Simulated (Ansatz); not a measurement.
# Sn₃PbO₄ (P4mm)

Theory: DFT PBE, scalar-relativistic, plane waves, PAW in Ansatz.

Plane waves to 420 eV, a k mesh through Γ of 8×8×4 on the computed 8-atom cell and Gaussian smearing (0.02 eV); no spin polarisation.

The structure is relaxed at this level of theory with its symmetry kept, and needn't be the ground state of this composition.

Space group P4mm (No. 99), tetragonal, a = 3.907 Å, c = 10.402 Å. Sn on its first site has 4 O at 2.25 Å; Sn on its second site has 4 O at 2.24 Å; Sn on its third site has 4 O at 2.29 Å; Pb is surrounded by 4 O at 2.34 Å; around O on its first site lie 4 Sn at 2.25–2.29 Å and 4 O at 2.76 Å; O on its second site has 2 Sn at 2.24 Å, 2 Pb at 2.34 Å and 4 O at 2.76 Å.

| Quantity | Value |
| --- | --- |
| Volume per atom | 19.85 Å³ |
| Formation energy from the elements' standard states (uncorrected) | -1.218 eV/atom |
| Kohn–Sham band gap | 0.81 eV |
| Orbital (Löwdin) character of the top 1 eV of the valence band | O 2p 44 %, Sn 5s 31 %, Sn 5p 16 % |
| Orbital (Löwdin) character of the lowest 1 eV of the conduction band | Sn 5p 52 %, Pb 6p 18 %, O 2s 9 %, O 2p 8 %, unprojected 7 % |
| Bader charge by site (e) | Sn (1 in the cell) 1.26, Sn (1 in the cell) 1.27, Sn (1 in the cell) 1.26, Pb (1 in the cell) 1.16, O (2 in the cell) -1.27, O (2 in the cell) -1.21 |

Spin-orbit coupling is left out, which matters for the bands of heavy elements. The cell holds layers, chains or molecules and no dispersion correction was added, so their binding is poorly described.

The cell was found from a structure generator's guess, not taken from experiment. Kohn–Sham gaps at this level usually fall short of measured ones. Löwdin shares on free-atom orbitals overweight diffuse shells in the empty bands.
